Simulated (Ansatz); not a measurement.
**Property card for C**

C:
```cif
data_C
_chemical_formula_sum 'C1'
_space_group_name_H-M_alt 'Pm-3m'
_space_group_IT_number 221
_space_group_name_Hall '-P 4 2 3'
_cell_length_a 1.77323
_cell_length_b 1.77323
_cell_length_c 1.77323
_cell_angle_alpha 90.000
_cell_angle_beta 90.000
_cell_angle_gamma 90.000
loop_
_atom_site_label
_atom_site_type_symbol
_atom_site_symmetry_multiplicity
_atom_site_Wyckoff_symbol
_atom_site_fract_x
_atom_site_fract_y
_atom_site_fract_z
_atom_site_occupancy
C1 C 1 a 0.00000 0.00000 0.00000 1
```

Space group Pm-3m (No. 221), simple cubic; conventional cell a = b = c = 1.7732 Å, α = β = γ = 90.00°.

Method: the program Ansatz at the r²SCAN+D4 level (PAW). The cell and atoms are relaxed at this level. Other levels are named where they apply.

Cell and energy:

| Quantity | Value |
|---|---|
| Volume per atom | 5.58 Å³ |
| Density | 3.58 g/cm³ |

Electronic structure:

| Property | Result |
|---|---|
| Electronic character | metallic (no gap) |
| Density of states at the Fermi level | 0.25 states/eV per atom (mean over ±0.08 eV) |

Mechanics:

| Item | Value |
|---|---|
| Bulk modulus (Birch–Murnaghan fit) | 332 GPa |
| Pressure derivative B′ | 3.7 |
| Elastic constants (relaxed ions, GPa) | C11 = 485, C12 = 260, C44 = 445 |
| Mechanical stability | stable (all eigenvalues of C positive) |
| Hill bulk and shear moduli | 335 and 258 GPa |
| Young's modulus | 616 GPa |
| Poisson's ratio | 0.19 |
| Debye temperature from the elastic constants | 1570 K |

The start of the workflow was typed in or built on a structure type; neither database checked (COD, Materials Project) lists it. It is not the phase usual at ambient conditions (space group No. 194, 227). The r²SCAN+D4 relaxation kept the symmetry of its start; its stability against distortions is not shown here. The volume moved by -25 % from the start of the relaxation. As this level gives no gap, shear constants depend on the k-mesh and smearing (Fermi–Dirac, 0.1 eV here). On the denser mesh and wider smearing of the elastic run this cell carries a stress of 0.7 GPa.

Potentials: the earlier of the program's two PAW sets.
